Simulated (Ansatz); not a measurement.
## MgB: rattling a relaxed structure

The structure comes from a generated guess, relaxed at this level; another structure or a mixture of phases may lie lower.

Method: DFT PBE, scalar-relativistic, plane waves, PAW in Ansatz 0.2.0. Settings: cutoff 420 eV, Γ-centred mesh 18×18×8 on the computed 4-atom cell, Gaussian smearing of 0.10 eV; no spin polarisation.

The cell below (4 atoms, space group P-3m1 (No. 164)) is relaxed within its symmetry.

```xyz
4
Lattice="3.0620 0.0000 0.0000 -1.5310 2.6518 0.0000 0.0000 0.0000 6.7836" Properties=species:S:1:pos:R:3 pbc="T T T"
Mg    0.0000    1.7679    4.7006
Mg    1.5310    0.8839    2.0831
B     1.5310    0.8839    6.6329
B     0.0000    1.7679    0.1507
```

For the test a repeat of it with 8 atoms (edges 3.06, 3.06, 13.57 Å) was strained at random (σ = 1.5 % a component), the atoms were moved at random (σ = 0.10 Å), and all was relaxed again on a coarse 12×12×2 mesh (in the run’s order of axes) with 0.20 eV smearing, with no symmetry imposed.

**Question.** What happens?

**Answer.** It returns, within 1 meV/atom of the unmoved cell on that mesh and with the same symmetry when read at 0.1 Å. No instability shows in this cell; modes of other wave vectors, which need another repeat, aren't tested.
